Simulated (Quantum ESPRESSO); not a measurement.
```cif
data_B2N2
_chemical_formula_sum 'B2 N2'
_space_group_name_H-M_alt 'P 1'
_space_group_IT_number 1
_cell_length_a 2.51243
_cell_length_b 2.51243
_cell_length_c 7.70726
_cell_angle_alpha 90.000
_cell_angle_beta 90.000
_cell_angle_gamma 120.000
loop_
_space_group_symop_operation_xyz
  'x, y, z'
loop_
_atom_site_label
_atom_site_type_symbol
_atom_site_fract_x
_atom_site_fract_y
_atom_site_fract_z
_atom_site_occupancy
B1 B 0.33333 0.66667 0.25000 1
B2 B 0.66667 0.33333 0.75000 1
N1 N 0.33333 0.66667 0.75000 1
N2 N 0.66667 0.33333 0.25000 1
```

The geometry is that of Materials Project entry mp-984, symmetrised and not relaxed again.

Task: What does PBEsol (Quantum ESPRESSO, PseudoDojo norm-conserving, 84 Ry, without SOC) give for the electronic structure near the Fermi level?

Result: The PBEsol gap is indirect, 4.42 eV, from H to M; the smallest direct gap is 4.61 eV. Another valence extremum on the path lies within 0.02 eV, too close to call. 

The distance between layers or molecules is the database entry's, not relaxed here. Functionals without dispersion can leave it too large, which widens gaps and weakens the response across layers: the numbers belong to this cell.
